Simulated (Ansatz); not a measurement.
BaZrO₃:
```xyz
5
Lattice="4.1806 0.0000 0.0000 0.0000 4.1806 0.0000 0.0000 0.0000 4.1806" Properties=species:S:1:pos:R:3 pbc="T T T"
O      0.0000     2.0903     2.0903
O      2.0903     0.0000     2.0903
O      2.0903     2.0903     0.0000
Ba     0.0000     0.0000     0.0000
Zr     2.0903     2.0903     2.0903
```

Plane-wave PAW PBEsol (Ansatz code) gives a gap of 3.17 eV without spin–orbit coupling, maximum on the R–M line, 3 % of the way from R, minimum at Γ.

### Question
What happens when spin–orbit coupling is switched on?

### Answer
The gap drops by 0.03 eV, to 3.14 eV; maximum at R, minimum at Γ.

### Question
Give the electron effective mass with spin–orbit coupling, band 1 of 2 at the edge.

### Answer
0.82 along [100], 0.61 along [110], 0.51 along [111] (mₑ).

### Question
Give the electron effective mass with spin–orbit coupling, band 2 of 2 at the edge.

### Answer
0.34 along [100], 0.40 along [110], 0.46 along [111] (mₑ).

Space group Pm-3m (cubic perovskite). Symmetry was held in the PBEsol relaxation. No spin polarisation was allowed.

Potentials: the later of the program's two PAW sets.
